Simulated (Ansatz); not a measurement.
Here is the system:

Relaxed Rh (fcc, Cu type):

```
CELL_PARAMETERS angstrom
      0.00000     3.83026     3.83026
      1.91513     0.00000     1.91513
      1.91513     1.91513     0.00000
ATOMIC_POSITIONS crystal
  Rh 0.00000 0.00000 0.00000
  Rh 0.50000 0.00000 0.00000
```

The atoms are displaced by Q × the pattern below (from a DFPT mode at L = (0.5, 0.0, 0.0), largest move 1; Q in Å), at fixed cell. (q is in reciprocal vectors of the primitive cell; the cell shown is doubled to hold the pattern.)

| atom | x | y | z |
|---|---|---|---|
| Rh1 | -0.577 | 0.577 | 0.577 |
| Rh2 | 0.577 | -0.577 | -0.577 |

Computed with PBE (plane waves to 420 eV, PAW, scalar-relativistic; Ansatz, an electronic-structure program). k mesh 21×21×21 (Γ-centred), Fermi-Dirac smearing 0.05 eV. The energy includes the smearing's −TS. With partly filled bands, energies and forces of such displacements shift with the k mesh and the smearing. Rh is run without spin polarisation. Rh was relaxed with its symmetry unable to fall. The PAW data are Ansatz's earlier set. The zero of ΔE is the undisplaced structure.

The scan covers Q from -0.100 to 0.100 Å in 13 points.

Task: Which space group does the distorted structure have?

Result: R-3m (No. 166), lowered from Fm-3m.

Task: Is this a single well or a double well?

Result: A single well with its minimum at or next to zero displacement.

Task: What is the energy change at Q = 0.100 Å?

Result: 211 meV/cell.

Task: What harmonic wavenumber does the curvature at Q = 0 give?

Result: 235 cm⁻¹.

(A displaced cell: forces are minus the slopes of the energy, force constants its curvatures, and phonons follow from these.)
